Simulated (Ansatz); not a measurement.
MoPt:
Space group P4/mmm (No. 123); a = b = 2.7303 Å, c = 4.1341 Å, α = β = γ = 90.00°

```tsv
atom	site	symmetry	x	y	z
Pt	1a	4/mmm	0.0000	0.0000	0.0000
Mo	1d	4/mmm	0.5000	0.5000	0.5000
```

Relaxed at zero pressure with PBE (plane waves, PAW; program Ansatz).

Problem. The volume is raised by 9 % and shape and atoms relax at that volume. What pressure results, and how do the axes share the change?

Solution. -18.9 GPa; a 3.0 %, b 3.0 %, c 2.8 %; the energy rises by 89 meV/atom.

Problem. Give the new structure.

Solution. 
Space group P4/mmm (No. 123); a = b = 2.8113 Å, c = 4.2503 Å, α = β = γ = 90.00°

```csv
atom,site,symmetry,x,y,z
Pt,1a,4/mmm,0.0000,0.0000,0.0000
Mo,1d,4/mmm,0.5000,0.5000,0.5000
```

The phase is kept; no other phase was compared at this pressure.

The start of the workflow was typed in or built on a structure type; neither database checked (COD, Materials Project) lists it. Whether it is the stable phase at ambient conditions was not checked. The PBE relaxation kept the symmetry of its start; its stability against distortions is not shown here. No spin polarisation was allowed. Axis ratios of metals converge slowly with the k-mesh, so a and c are less sure than the volume. Spin–orbit coupling is left out wherever it is not named.

Potentials: the earlier of the program's two PAW sets.
